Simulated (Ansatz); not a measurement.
Level of theory: DFT, PBEsol, scalar-relativistic, collinear spin; plane waves to 420 eV with PAW datasets (Ansatz 0.2.0), Γ-centred 10×10×8 mesh, 0.05 eV Gaussian smearing. The datasets are Ansatz's generated set soft_2.

The calculation on XNi2, where X is one element, gave:

- Space group: P6/mmm (No. 191)
- Conventional cell: a = 3.914 Å, b = 3.914 Å, c = 3.996 Å, α = 90.00°, β = 90.00°, γ = 120.00°
- Volume: 17.67 Å³/atom
- Band gap: zero (metallic)
- Density of states at the Fermi level: about 1 states/(eV·atom)
- Magnetic state: ferromagnetic (the only order tried)
- Site spin moments: X 6.57 μB
- Spin moment of the cell: 6.83 μB
- f electrons (orthogonalised atomic orbitals): X 6.70
- Formation energy from the elements (0 K, uncorrected): -0.14 eV/atom

Sites: X on 1a, Ni on 2d.

Problem. Which element is X?
A. Eu
B. Gd
C. Tb
D. Sm

Solution. A. X is Eu, so the compound is EuNi2.

This is a trial structure made by placing the elements on a prototype's sites, so it needn't be the stable form.

Without a U the 4f levels of Eu lie too near the Fermi level, so their share of the states there, and what hangs on it, is overstated. These numbers lack spin–orbit coupling. Site moments are of spin, integrated over atomic spheres. Only parallel moments were tried, so the real magnetic order may be another.
